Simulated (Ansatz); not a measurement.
**Cs2AgBiBr6 in Ansatz, settings compared**

Input:

```yaml
crystal:
  lattice:
    - [0.0, 5.625424, 5.625424]
    - [5.625424, 0.0, 5.625424]
    - [5.625424, 5.625424, 0.0]
  atoms:
    - { symbol: Bi, position: [0.0, 0.0, 0.0] }
    - { symbol: Ag, position: [0.5, 0.5, 0.5] }
    - { symbol: Cs, position: [0.25, 0.25, 0.25] }
    - { symbol: Cs, position: [0.75, 0.75, 0.75] }
    - { symbol: Br, position: [0.25055, 0.74945, 0.25055] }
    - { symbol: Br, position: [0.25055, 0.74945, 0.74945] }
    - { symbol: Br, position: [0.74945, 0.25055, 0.74945] }
    - { symbol: Br, position: [0.74945, 0.25055, 0.25055] }
    - { symbol: Br, position: [0.25055, 0.25055, 0.74945] }
    - { symbol: Br, position: [0.74945, 0.74945, 0.25055] }
  symmetry: { tolerance: 0.0003 }
kpoints:
  mp_grid: { grid: [3, 3, 3], shift: [0, 0, 0] }
magnetization:
  spin_polarized: false
scf:
  occupations: { method: fermi_dirac }
hamiltonian:
  pseudopotentials: { kind: paw }
  xc: pbe
basis:
  ecutwfc: 420
output:
  forces: true
  stress: true
  eigenvalues: true
  write_density: true
  write_potential: true
  elf: true
  volumetric_format: npy
```

Run with:

```bash
ansatz run input.yaml --threads 1 --pin off --max-ram 2560MiB --backend cpu --events-out ev --progress --plain --runs-dir out
```

Origin of the cell: a database entry, scaled a little.

The smearing width isn't typed, so it takes its default of 0.1 eV.

Output of this run (shortened):

```
Pseudopotentials: kind: paw
Pseudopotential: Bi, paw, valence charge 15, recommended cutoff 420 eV (normal), Bi.paw.azcp
Pseudopotential: Ag, paw, valence charge 19, recommended cutoff 420 eV (normal), Ag.paw.azcp
Pseudopotential: Cs, paw, valence charge 9, recommended cutoff 420 eV (normal), Cs.paw.azcp
Pseudopotential: Br, paw, valence charge 7, recommended cutoff 420 eV (normal), Br.paw.azcp
Functional definition: PBE
  exchange = pbe_x(kappa = kappa, mu = beta*pi^2/3)
  correlation = pbe_c(beta = beta)
Crystal: 10 atoms, lattice volume = 356.038 Å³
Basis set: ecut = 420 eV, 6879 PW (Γ), exchange–correlation on 108×108×108 points (8 copies of the dense FFT grid, shifted against one another)
Bands: 57, of which v1, the nominal top of the filled ones, is band 47 counted from 1 (46 counted from 0)
Symmetry: 48 space group operations
[… 10 lines left out …]
Initial density: superposition of atomic densities (neutral atoms: chi_scale 0, normalization atom), corrected by the library's trained network
Functional: x = pbe(κ = 0.804, μ = 0.219515), c = pbe(β = 0.066725)
SCF iter   1: F=—  HF=-48039.044123 eV  Δρ=7.68e-4  dr2=1.43e-3  defer=3
SCF iter   2: F=—  HF=-48039.052416 eV  Δρ=3.90e-4  dr2=7.94e-4  defer=4
SCF iter   3: F=—  HF=-48039.052459 eV  Δρ=1.37e-4  dr2=7.17e-5  defer=4
SCF iter   4: F=—  HF=-48039.052430 eV  Δρ=7.16e-5  dr2=2.20e-5  defer=4
SCF iter   5: F=—  HF=-48039.052439 eV  Δρ=2.64e-5  dr2=2.81e-6  defer=4
SCF iter   6: F=—  HF=-48039.052439 eV  Δρ=5.31e-6  dr2=1.67e-7  defer=4
SCF iter   7: F=-48039.052440 eV  HF=-48039.052439 eV  Δρ=1.68e-6  dr2=1.88e-8
SCF 1 converged in 7 iterations: F = -48039.052440 eV  dr2 = 1.88e-8
SCF converged after 7 iterations
Free energy (F): -48039.052440 eV
Harris-Foulkes:  -48039.052439 eV  (|F-HF|=3.04e-8)
Internal energy: -48039.052323 eV  (E = F + TS)
E sigma→0 (E₀):  -48039.052381 eV
Entropy (-TS):   -0.000117 eV (-0.012 meV/atom)
Fermi energy:    4.986957 eV
--- Per-component energies (eV) ---
  E_band       = -802.654140
  E_kinetic    = 1915.819664
  E_local      = -8326.066404  (includes V_loc(G=0)·N_el)
  E_nonlocal   = 1128.541668
  E_hartree    = 3273.001757
  E_xc         = -2272.728816
  E_vxc        = -1254.256013  (∫ρ·V_xc dr)
  E_paw        = -38180.910347  (= ΣΔE_a)
  E_vpaw       = -812.692544  (= ΣTr[D̂ρ^β])
  E_aug_tail   = -0.000087  (compensation charges beyond the density's cutoff)
  E_ewald      = -5576.709756
  E_smearing   = -0.000117  (= −TS)
  Σ components = -48039.052440   (vs F -48039.052440, Δ=0.00e0)
--- Forces (eV/Å), atoms counted from 1 ---
  atom   1  Bi    -0.000000     0.000000     0.000000
  atom   2  Ag     0.000000    -0.000000     0.000000
  atom   3  Cs     0.000000    -0.000000     0.000000
[… 2 lines left out …]
  atom   6  Br    -0.269639     0.000000     0.000000
  atom   7  Br    -0.000000    -0.269639     0.000000
  atom   8  Br     0.269639    -0.000000     0.000000
  atom   9  Br     0.000000     0.000000     0.269639
  atom  10  Br    -0.000000     0.000000    -0.269639
  max |Σ_I F_I| component: 1.11e-16 eV/Å
--- Stress (GPa, compression-positive) ---
        1.705119       0.000000       0.000000
        0.000000       1.705119      -0.000000
        0.000000       0.000000       1.705119
  P = ⅓ Tr σ = 1.7051 GPa (17.051 kbar)
```

The same input was run again with these changes:

1. `hamiltonian.dispersion` default → d4; `scf.lower_state_search` default → standard; `total_charge` default → -1
2. `basis.ecutrho_ratio` default → 6
3. `scf.eigensolver.kind` default → davidson
4. `scf.occupations.width` default → 0.15; `basis.ecutwfc` 420 → "450 eV"

```csv
run,end,SCF iterations,P (GPa),max force component (eV/Å),moment (μB),ΔE(σ→0) (meV/atom)
base,converged,7,1.71,0.270,–,0
1,converged,9,–,0.584,–,–
2,converged,7,1.71,0.270,–,0.00
3,converged,6,1.71,0.270,–,0.00
4,converged,7,1.70,0.270,–,-0.23
```

Energies are compared only where functional, datasets, charge and starting cell are the same.

Caveats of the base run: no spin-orbit coupling, though heavy elements are present.

Run 1: charged cell with a uniform background, whose pressure depends on convention; no moments, though an odd count or open d shells may carry them; the k mesh is coarse if the cell is a metal.

Time of the base run: 7.1 s of wall time on 1 CPU thread(s) of a shared host, from the program's own first density.
